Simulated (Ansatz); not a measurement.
Mg4Te3S:
```cif
data_Mg4STe3
_chemical_formula_sum 'Mg4 Te3 S1'
_space_group_name_H-M_alt 'P 1'
_space_group_IT_number 1
_cell_length_a 4.41227
_cell_length_b 8.89225
_cell_length_c 6.16680
_cell_angle_alpha 90.000
_cell_angle_beta 90.000
_cell_angle_gamma 90.000
loop_
_space_group_symop_operation_xyz
  'x, y, z'
loop_
_atom_site_label
_atom_site_type_symbol
_atom_site_fract_x
_atom_site_fract_y
_atom_site_fract_z
_atom_site_occupancy
Mg1 Mg 0.00000 0.27397 0.98137 1
Mg2 Mg 0.00000 0.72603 0.98137 1
Mg3 Mg 0.50000 0.00000 0.48443 1
Mg4 Mg 0.50000 0.50000 0.54743 1
Te1 Te 0.50000 0.26477 0.25124 1
Te2 Te 0.50000 0.73523 0.25124 1
Te3 Te 0.00000 0.00000 0.75548 1
S1 S 0.00000 0.50000 0.74743 1
```

Relaxed with PBEsol.

Question: Give the optical modes at the zone centre with their infrared activity from DFPT, the program Ansatz at the PBEsol level (PAW).

Answer: Transverse frequencies, without the LO–TO term; a row sums one degenerate level.

| ω (cm⁻¹) | degeneracy | IR ((D/Å)²/amu) | activity | symmetry |
|---|---|---|---|---|
| 44 | 1 | 0.00 | IR-inactive | B1 |
| 45 | 1 | 0.00 | IR-inactive | A2 |
| 57 | 1 | 0.01 | IR-inactive | B2 |
| 72 | 1 | 0.00 | IR-inactive | A1 |
| 78 | 1 | 0.02 | IR | B2 |
| 86 | 1 | 0.02 | IR | B1 |
| 109 | 1 | 0.00 | IR-inactive | A1 |
| 150 | 1 | 0.25 | IR | B2 |
| 168 | 1 | 0.08 | IR | A1 |
| 229 | 1 | 1.57 | IR | B2 |
| 234 | 1 | 1.28 | IR | B1 |
| 235 | 1 | 8.81 | IR | A1 |
| 237 | 1 | 5.46 | IR | B2 |
| 243 | 1 | 7.90 | IR | B1 |
| 243 | 1 | 0.00 | IR-inactive | A2 |
| 265 | 1 | 1.13 | IR | A1 |
| 266 | 1 | 5.88 | IR | B2 |
| 277 | 1 | 5.72 | IR | A1 |
| 283 | 1 | 9.97 | IR | B1 |
| 307 | 1 | 3.50 | IR | A1 |
| 318 | 1 | 7.11 | IR | B2 |

Space group Pmm2. The workflow started from a Materials Project entry (that database holds measured and hypothetical structures alike); the Crystallography Open Database copy checked does not list it. Its standing as an ambient phase is unchecked. Symmetry was held in the PBEsol relaxation; of distortions, only those at the zone centre were tested. Scalar-relativistic: spin–orbit coupling is off unless named, which matters more the heavier the elements.

Potentials: the later of the program's two PAW sets.
